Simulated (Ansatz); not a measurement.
**Profile along the Ti–Ti line in TiHg (space group P4/mmm)**

TiHg (space group P4/mmm)

```yaml
crystal:
  lattice:
    - [2.96284, 0.00000, 0.00000]
    - [0.00000, 2.96284, 0.00000]
    - [0.00000, 0.00000, 4.06304]
  atoms:
    - { symbol: Ti, position: [0.50000, 0.50000, 0.50000] }
    - { symbol: Hg, position: [0.00000, 0.00000, 0.00000] }
```

Fields along a shortest Ti–Ti line of a (001) plane (2.96 Å), from Ti to Ti, interpolated on the slice's grid (step about 0.1 Å). Method: PBEsol (plane waves to 420 eV, PAW, scalar-relativistic; Ansatz, a program for electronic structure). k mesh 16×16×12. Near the nuclei the fields are pseudised (PAW); where an atom keeps semicore shells as valence, they peak there. Spin-orbit coupling is left out, though Hg is heavy. TiHg is run without spin polarisation. TiHg was relaxed with its symmetry unable to fall.

| distance from Ti (Å) | valence electron density (e/Å³) | electron localisation function |
|---|---|---|
| 0.00 | 10.20 | x |
| 0.15 | 9.95 | x |
| 0.30 | 8.84 | x |
| 0.44 | 6.55 | x |
| 0.59 | 3.79 | 0.68 |
| 0.74 | 1.69 | 0.59 |
| 0.89 | 0.67 | 0.36 |
| 1.04 | 0.34 | 0.20 |
| 1.18 | 0.23 | 0.19 |
| 1.33 | 0.19 | 0.25 |
| 1.48 | 0.19 | 0.30 |
| 1.63 | 0.19 | 0.25 |
| 1.78 | 0.23 | 0.19 |
| 1.92 | 0.34 | 0.20 |
| 2.07 | 0.67 | 0.36 |
| 2.22 | 1.69 | 0.59 |
| 2.37 | 3.79 | 0.68 |
| 2.52 | 6.55 | x |
| 2.66 | 8.84 | x |
| 2.81 | 9.95 | x |
| 2.96 | 10.20 | x |

x: too close to a nucleus for the ELF to mean much.

Density on the Ti–Ti line (2.96 Å) at its midpoint: 0.19 e/Å³. ELF at that point: 0.30.
